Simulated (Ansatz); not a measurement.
TiAl3 (D022 type, space group I4/mmm)

```
TiAl3
1.0
   -3.84588     3.84588     8.61993
    0.00000     0.00000     8.61993
    1.92294     1.92294    -4.30997
Al Ti
6 2
Direct
  0.00000   0.50000   0.00000
  0.50000   0.50000   0.00000
  0.25000   0.25000   0.50000
  0.75000   0.25000   0.50000
  0.75000   0.75000   0.50000
  0.25000   0.75000   0.50000
  0.00000   0.00000   0.00000
  0.50000   0.00000   0.00000
```

A phonon eigenvector at X = (0.5, 0.5, 0.0) is frozen into this cell: atom i moves by Q times the vector below, so Q is the largest atomic displacement, in Å. The cell is held. (q is in reciprocal vectors of the primitive cell; the cell shown is doubled to hold the pattern.)

```json
[
 {"atom": "Al3", "x": "0.707", "y": "-0.707", "z": "0.000"},
 {"atom": "Al4", "x": "-0.707", "y": "0.707", "z": "0.000"},
 {"atom": "Al5", "x": "0.707", "y": "-0.707", "z": "0.000"},
 {"atom": "Al6", "x": "-0.707", "y": "0.707", "z": "0.000"}
]
```

Atoms not listed stay in place.

Level of theory: PBE (plane waves to 420 eV, PAW, scalar-relativistic; Ansatz, a first-principles code). k mesh 17×17×17 (Γ-centred), Fermi-Dirac smearing 0.05 eV. The energy includes the smearing's −TS. With partly filled bands, energies and forces of such displacements shift with the k mesh and the smearing. TiAl3 is run without spin polarisation. TiAl3 was relaxed with its symmetry unable to fall. ΔE is measured from the undisplaced structure.

```csv
Q (Å),ΔE (eV/cell)
-0.100,0.0490
-0.067,0.0218
-0.033,0.0054
0.000,0.0000
0.033,0.0054
0.067,0.0218
0.100,0.0490
```

Task: Which DFPT wavenumber at X = (0.5, 0.5, 0.0) belongs to this mode?
A. 182 cm⁻¹
B. 348 cm⁻¹
C. 237 cm⁻¹
D. 157 cm⁻¹

Result: D, 157 cm⁻¹. The curvature of the scan gives 157 cm⁻¹

(A displaced cell: forces are minus the slopes of the energy, force constants its curvatures, and phonons follow from these.)
